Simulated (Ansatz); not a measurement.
Molecular dynamics on a 2×2×1 supercell (16 atoms) of GePbSe2 (ordering on rocksalt), relaxed with r2SCAN. Forces come from PBE in Ansatz: a Nosé-Hoover thermostat at fixed volume, 800 K, steps of 3 fs. Classical nuclei, no spin polarisation; a few dozen steps show the first response, not equilibrium. The structure comes from a prototype and may be hypothetical.

```yaml
crystal:
  lattice:
    - [8.3899613141, 0.0, 0.0]
    - [0.0, 8.3899613141, 0.0]
    - [0.0, 0.0, 5.9453812521]
  atoms:
    - { symbol: Ge, position: [0.0, 0.0, 0.0] }
    - { symbol: Se, position: [0.0, 0.0, 0.5] }
    - { symbol: Pb, position: [0.25, 0.25, 0.5] }
    - { symbol: Se, position: [0.25, 0.25, 0.0] }
    - { symbol: Ge, position: [0.0, 0.5, 0.0] }
    - { symbol: Se, position: [0.0, 0.5, 0.5] }
    - { symbol: Pb, position: [0.25, 0.75, 0.5] }
    - { symbol: Se, position: [0.25, 0.75, 0.0] }
    - { symbol: Ge, position: [0.5, 0.0, 0.0] }
    - { symbol: Se, position: [0.5, 0.0, 0.5] }
    - { symbol: Pb, position: [0.75, 0.25, 0.5] }
    - { symbol: Se, position: [0.75, 0.25, 0.0] }
    - { symbol: Ge, position: [0.5, 0.5, 0.0] }
    - { symbol: Se, position: [0.5, 0.5, 0.5] }
    - { symbol: Pb, position: [0.75, 0.75, 0.5] }
    - { symbol: Se, position: [0.75, 0.75, 0.0] }
kpoints:
  mp_grid: { grid: [2, 2, 2] }
hamiltonian:
  xc: pbe
scf:
  occupations: { method: fermi_dirac, width: 0.069 }
md:
  ensemble: nvt_nose_hoover
  temperature: 800
  timestep: 3.0
  n_steps: 20
  initial_velocities: maxwell_boltzmann
  seed: 8153
```

Command: `ansatz run input.yaml --threads 4 --pin off --max-ram 3686MiB --backend cpu --events-out ev --progress --plain --runs-dir out`. It took 3.5 min on 4 threads of Arm Neoverse N1, with other jobs on the host; peak host memory 1.9 GiB.

Task: How do temperature and energy develop?

Result: The temperature goes from 800 K to 654 K in 60 fs. By the last step the atoms have moved 0.27 Å in the root mean square, the drift of the whole cell taken out, 0.57 Å at most.
```tsv
step	t (fs)	T (K)	free energy F from step 0 (meV/atom)	kinetic energy (meV/atom)	largest force (eV/Å)
0	0	800	0.0	96.9	0.00
1	3	799	0.1	96.9	0.10
2	6	797	0.4	96.6	0.20
3	9	793	0.8	96.1	0.29
4	12	788	1.4	95.5	0.39
5	15	782	2.2	94.7	0.47
6	18	774	3.2	93.8	0.56
7	21	765	4.3	92.7	0.64
8	24	755	5.5	91.5	0.75
9	27	744	6.8	90.2	0.87
10	30	733	8.3	88.8	0.99
11	33	721	9.7	87.4	1.10
12	36	710	11.2	86.0	1.22
13	39	698	12.6	84.6	1.33
14	42	688	14.0	83.4	1.43
15	45	678	15.3	82.2	1.52
16	48	670	16.5	81.2	1.59
17	51	663	17.5	80.4	1.65
18	54	658	18.3	79.8	1.68
19	57	655	18.9	79.4	1.69
20	60	654	19.3	79.2	1.68
```

Positions (Å) and forces (eV/Å) at step 20:
```
Ge   0.067   0.023  -0.031    -0.075  -0.652   0.497
Se   0.171   0.016   2.700    -0.642  -0.022   0.183
Pb   2.149   2.073   2.851    -0.092   0.160   1.188
Se   2.030   2.171   0.212     0.097   0.662  -1.545
Ge  -0.171   4.070  -0.333     0.022  -0.086   0.399
Se   0.033   4.027   3.033    -0.178   0.601   0.295
Pb   2.060   6.272   3.066     0.082  -0.356   0.222
Se   2.028   6.564   0.167     0.053   0.207  -0.550
Ge   4.248  -0.143   0.571    -0.194  -0.200  -1.382
Se   4.139   0.067   2.977     0.475  -0.819   0.682
Pb   6.222   2.108   2.868     0.504  -0.399   1.017
Se   6.176   2.148   0.205    -0.010   0.607  -1.503
Ge   4.064   3.967   0.134     0.050  -0.268   0.469
Se   4.322   4.230   2.800    -0.370   0.299  -0.164
Pb   6.375   6.264   2.932     0.116   0.039  -0.046
Se   6.372   6.547  -0.062     0.161   0.226   0.238
```
